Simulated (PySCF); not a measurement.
PySCF single point, HF/6-31G*, density fitting, COSMO implicit ethylene carbonate (electrostatics alone), on 1,1,1-trifluoroethane, C2H3F3 (SMILES CC(F)(F)F), charge 0, multiplicity 1.

```python
from pyscf import gto, scf, dft
mol = gto.M(atom='''
C     -0.831754    -0.101121    -0.105047
C      0.675866    -0.101110    -0.105113
F      1.186195    -0.340213     1.112898
F      1.186022     1.073349    -0.506983
F      1.186083    -1.036312    -0.921234
H     -1.186195    -1.073349     0.226582
H     -1.186136     0.097848    -1.112898
H     -1.186142     0.672299     0.571071
''', basis='6-31G*', charge=0, spin=0, verbose=3)
mf = scf.RHF(mol)
mf = mf.density_fit()
mf = mf.PCM()
mf.with_solvent.method = 'COSMO'
mf.with_solvent.eps = 90.5
mf.max_cycle = 100
e = mf.kernel()
print('converged', mf.converged)
print('E_total', e)
print('nao', mol.nao)
print('HOMO', mf.mo_energy[mf.mo_occ > 0].max())
mf.dip_moment()
```

It prints:

```

WARN: PCM is an experimental feature. It is still in testing.
Features and APIs may be changed in the future.

converged SCF energy = -375.820614664389
converged True
E_total -375.8206146643895
nao 76
HOMO -0.5525660532536092
Dipole moment(X, Y, Z, Debye): -2.83216, -0.00042, -0.00090
```

The total energy is -10226.60 eV, -0.14 eV from the same level's vacuum run.
